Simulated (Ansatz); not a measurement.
Method: DFT PBE, scalar-relativistic, plane waves, PAW in Ansatz 0.2.0. Settings: cutoff 420 eV, Γ-centred meshes spaced at most about 0.3 Å⁻¹, and about 0.25 Å⁻¹ or finer for metals (2π included), Gaussian smearing. No spin polarisation in the final relaxations.

All energies are static (0 K, no zero-point motion).

Two forms of Ga4As3N were relaxed alike.

A.

```
CELL_PARAMETERS angstrom
5.19508 0.00000 0.00000
0.00000 5.19508 0.00000
0.00000 0.00000 5.19508
ATOMIC_POSITIONS crystal
Ga 0.50000 0.50000 0.50000
Ga 0.00000 0.50000 0.00000
Ga 0.50000 0.00000 0.00000
Ga 0.00000 0.00000 0.50000
As 0.50000 0.00000 0.50000
As 0.00000 0.50000 0.50000
As 0.50000 0.50000 0.00000
N 0.00000 0.00000 0.00000
```

B.

```
CELL_PARAMETERS angstrom
4.21237 -5.32650 0.00000
4.21237 5.32650 0.00000
0.00000 0.00000 3.12037
ATOMIC_POSITIONS crystal
Ga 0.82469 0.82469 0.00000
Ga 0.73654 0.26346 0.50000
Ga 0.26346 0.73654 0.50000
Ga 0.17531 0.17531 0.00000
As 0.00000 0.50000 0.00000
As 0.50000 0.50000 0.50000
As 0.50000 0.00000 0.00000
N 0.00000 0.00000 0.50000
```

**Question.** Which would you expect to be lower, and how large is the difference?

**Answer.** B is lower, by 120 meV/atom. A has As and N ordered on rock salt sites, space group Pm-3m (No. 221), 17.5 Å³/atom and no gap on its mesh; B has space group Cmmm (No. 65), 17.5 Å³/atom and no gap. Counting As or N atoms around Ga (for each partner element, those within 1.25 times its shortest distance or 1.15 times the sum of covalent radii, where it is the nearest in units of that sum or under 1.3; a plus sign parts groups by distance over the sum of covalent radii; a slash parts the counts of unlike sites), A has Ga 4/6 and B has Ga 5/4+2. Even the lower one lies +0.20 eV/atom against the reference forms of the elements (uncorrected), so neither is stable at this level. In A, Ga on a site of symmetry m-3m is surrounded by 6 As at 2.60 Å; As has 6 Ga at 2.60 Å; N is surrounded by 6 Ga at 2.60 Å; 1 more site not described. In B, around Ga on a site of symmetry 2mm lie 2 N at 2.15 Å, 2 As at 2.74 Å, 3 Ga at 2.95–3.12 Å and 2 As at 3.15 Å; around As on a site of symmetry 2/m lie 6 Ga at 2.63–2.74 Å and 2 As at 3.12 Å; around N lie 4 Ga at 2.15 Å and 2 Ga at 2.81 Å; 2 more sites not described. Both come from invented guesses. A third cell relaxed alike, in I4/mmm, lies 69 meV/atom below the lower of the two.

Cells relaxed within their symmetry can be saddle points.
